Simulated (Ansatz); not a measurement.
Relaxed TiSi2 (C49 type, space group Cmcm):

```
TiSi2
1.0
    1.76356    -6.76170     0.00000
    1.76356     6.76170     0.00000
    0.00000     0.00000     3.56562
Si Ti
4 2
Direct
  0.94171   0.05829   0.75000
  0.05829   0.94171   0.25000
  0.25028   0.74972   0.75000
  0.74972   0.25028   0.25000
  0.60322   0.39678   0.75000
  0.39678   0.60322   0.25000
```

Scan: atom 1 (Si, nearest neighbour Si at 2.380 Å; its periodic images, 3.5 Å or more away, move with it) is displaced along Cartesian [111], direction (0.577, 0.577, 0.577) in Cartesian axes, by s. The other atoms stay.

These are r2SCAN (plane waves to 500 eV, PAW, scalar-relativistic; Ansatz, an electronic-structure program) values and carry that method's errors. k mesh 11×11×11 (Γ-centred), Fermi-Dirac smearing 0.05 eV. E stands for the smeared free energy. Left out: 1 of 11 points, with atoms too close for the PAW data. With partly filled bands, energies and forces of such displacements shift with the k mesh and the smearing. The PAW data are Ansatz's earlier set. This is one of several known forms of TiSi2; the measured ambient cells at hand have space group No. 70. TiSi2 is run without spin polarisation. TiSi2 was relaxed with its symmetry unable to fall. ΔE is measured from the undisplaced structure. The last digit holds for this mesh only.

| s (Å) | ΔE (meV/cell) |
|---|---|
| -0.710 | 3839.9 |
| -0.568 | withheld |
| -0.426 | 1187.1 |
| -0.284 | 491.2 |
| -0.142 | 115.4 |
| 0.000 | 0.0 |
| 0.142 | 107.0 |
| 0.284 | 424.9 |
| 0.426 | 974.0 |
| 0.568 | 1814.5 |

Q: Fit a polynomial form (powers 2, 3, 4) to the given rows and predict ΔE at s = -0.568.

A: Least squares on the 9 given rows: ΔE = (5520)·s² + (-1233)·s³ + (2432)·s⁴, in meV/cell with s in Å; root-mean-square residual 6.41 meV/cell. At -0.568 the fit gives 2260.0 meV/cell; the calculation gives 2277.5 meV/cell, so the interpolation is off by -17.5 (-0.8 %). The quadratic term alone would give 1780.9 meV/cell.

(For displaced atoms, the force is minus the slope of the energy, and its curvature is a force constant, which sets phonon frequencies.)
